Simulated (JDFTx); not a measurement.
An input for a modified build of JDFTx (Ti(0001), CANDLE, water, 1 M KF; bohr, hartree) and the course of its log:

```
lattice \
  5.5477258648 2.7738629324 0.0000000000 \
  0.0000000000 4.8044715411 0.0000000000 \
  0.0000000000 0.0000000000 43.4637008664
coords-type Lattice
ion Ti 0.6666666668 0.6666666668 -0.1513323910 0
ion Ti 0.0000000002 0.0000000002 -0.0504441300 0
ion Ti 0.6666666668 0.6666666668 0.0504441300 0
ion Ti 0.0000000002 0.0000000002 0.1513323910 0
ion-species pseudo/ti_pbe_v1.4.upf
elec-cutoff 20 100
elec-ex-corr gga-PBE
coulomb-interaction Slab 001
coulomb-truncation-embed 0 0 0
kpoint-folding 8 8 1
elec-smearing Fermi 0.01
elec-n-bands 34
electronic-scf nIterations 100 energyDiffThreshold 1e-08
fluid LinearPCM
pcm-variant CANDLE
fluid-solvent H2O
fluid-cation K+ 1
fluid-anion F- 1
fluid-minimize nIterations 400 knormThreshold 1e-11
wavefunction read vac.wfns
elec-initial-eigenvals vac.eigenvals
dump-name f0.$VAR
dump End State Ecomponents EigStats BandEigs Forces ElecDensity IonicPositions Fillings Kpoints Dtot FluidDebug BoundCharge FluidDensity
```

```
[one cycle in 5 is shown, and the last three; fluid-solver lines are left out]
	FillingsUpdate:  mu: -0.147942940  nElectrons: 48.000000
SCF: Cycle:  0   F: -233.225139668228167   dF: +1.248e-04   |Residual|: 1.853e-03   |deigs|: 1.283e-05
	FillingsUpdate:  mu: -0.145529714  nElectrons: 48.000000
SCF: Cycle:  5   F: -233.225278095821182   dF: -1.433e-06   |Residual|: 1.652e-04   |deigs|: 4.790e-04
	FillingsUpdate:  mu: -0.145147959  nElectrons: 48.000000
SCF: Cycle: 10   F: -233.225278972640638   dF: -2.157e-07   |Residual|: 7.307e-05   |deigs|: 6.706e-05
	FillingsUpdate:  mu: -0.145118460  nElectrons: 48.000000
SCF: Cycle: 15   F: -233.225279253976481   dF: -2.189e-08   |Residual|: 2.953e-05   |deigs|: 3.667e-05
	FillingsUpdate:  mu: -0.145153207  nElectrons: 48.000000
SCF: Cycle: 20   F: -233.225279287941987   dF: +3.555e-08   |Residual|: 6.663e-05   |deigs|: 2.853e-05
	FillingsUpdate:  mu: -0.145154363  nElectrons: 48.000000
SCF: Cycle: 25   F: -233.225279329465309   dF: +8.506e-08   |Residual|: 6.242e-05   |deigs|: 2.328e-05
	FillingsUpdate:  mu: -0.145156531  nElectrons: 48.000000
SCF: Cycle: 30   F: -233.225279425266336   dF: +1.656e-08   |Residual|: 3.930e-05   |deigs|: 2.730e-05
	FillingsUpdate:  mu: -0.145149031  nElectrons: 48.000000
SCF: Cycle: 35   F: -233.225279456367986   dF: -2.780e-08   |Residual|: 3.462e-05   |deigs|: 2.191e-05
	FillingsUpdate:  mu: -0.145155462  nElectrons: 48.000000
SCF: Cycle: 40   F: -233.225279417485638   dF: +3.506e-08   |Residual|: 5.681e-05   |deigs|: 2.844e-05
	FillingsUpdate:  mu: -0.145130178  nElectrons: 48.000000
SCF: Cycle: 45   F: -233.225279445220764   dF: +3.627e-08   |Residual|: 2.964e-05   |deigs|: 2.025e-05
	FillingsUpdate:  mu: -0.145113276  nElectrons: 48.000000
SCF: Cycle: 50   F: -233.225279407266811   dF: +6.528e-08   |Residual|: 4.291e-05   |deigs|: 4.227e-05
	FillingsUpdate:  mu: -0.145129081  nElectrons: 48.000000
SCF: Cycle: 55   F: -233.225279446898725   dF: +3.585e-08   |Residual|: 3.135e-05   |deigs|: 2.254e-05
	FillingsUpdate:  mu: -0.145178549  nElectrons: 48.000000
SCF: Cycle: 60   F: -233.225279382882803   dF: +1.010e-07   |Residual|: 6.123e-05   |deigs|: 4.940e-05
	FillingsUpdate:  mu: -0.145135328  nElectrons: 48.000000
SCF: Cycle: 65   F: -233.225279456931304   dF: +3.256e-08   |Residual|: 3.270e-05   |deigs|: 1.407e-05
	FillingsUpdate:  mu: -0.145124574  nElectrons: 48.000000
SCF: Cycle: 70   F: -233.225279486378156   dF: -5.054e-08   |Residual|: 1.365e-05   |deigs|: 2.910e-05
	FillingsUpdate:  mu: -0.145137763  nElectrons: 48.000000
SCF: Cycle: 75   F: -233.225279493924774   dF: -4.036e-08   |Residual|: 9.896e-06   |deigs|: 1.668e-05
	FillingsUpdate:  mu: -0.145145303  nElectrons: 48.000000
SCF: Cycle: 80   F: -233.225279493575556   dF: -5.276e-08   |Residual|: 8.791e-06   |deigs|: 1.209e-05
	FillingsUpdate:  mu: -0.145159431  nElectrons: 48.000000
SCF: Cycle: 85   F: -233.225279436667023   dF: +3.133e-08   |Residual|: 5.327e-05   |deigs|: 2.323e-05
	FillingsUpdate:  mu: -0.145136764  nElectrons: 48.000000
SCF: Cycle: 90   F: -233.225279471397926   dF: +2.216e-08   |Residual|: 2.536e-05   |deigs|: 1.329e-05
	FillingsUpdate:  mu: -0.145144835  nElectrons: 48.000000
SCF: Cycle: 95   F: -233.225279497215126   dF: -3.543e-08   |Residual|: 1.363e-05   |deigs|: 1.955e-05
	FillingsUpdate:  mu: -0.145147533  nElectrons: 48.000000
SCF: Cycle: 97   F: -233.225279496571119   dF: -6.672e-08   |Residual|: 6.159e-06   |deigs|: 3.592e-06
	FillingsUpdate:  mu: -0.145139748  nElectrons: 48.000000
SCF: Cycle: 98   F: -233.225279483599394   dF: +1.297e-08   |Residual|: 2.084e-05   |deigs|: 8.792e-06
	FillingsUpdate:  mu: -0.145155909  nElectrons: 48.000000
SCF: Cycle: 99   F: -233.225279463918525   dF: +1.968e-08   |Residual|: 4.014e-05   |deigs|: 1.792e-05
SCF: None of the convergence criteria satisfied after 100 iterations.
IonicMinimize: Iter:   0  F: -233.225279463918525  |grad|_K:  0.000e+00
IonicMinimize: Converged (|grad|_K<1.000000e-04).
```

This run gave no converged result. The loop ran out of cycles short of its threshold. It has stalled and not diverged: the last ten energies span 7e-08 Ha, so the total is near its end, but levels, forces and charges aren't shown converged.
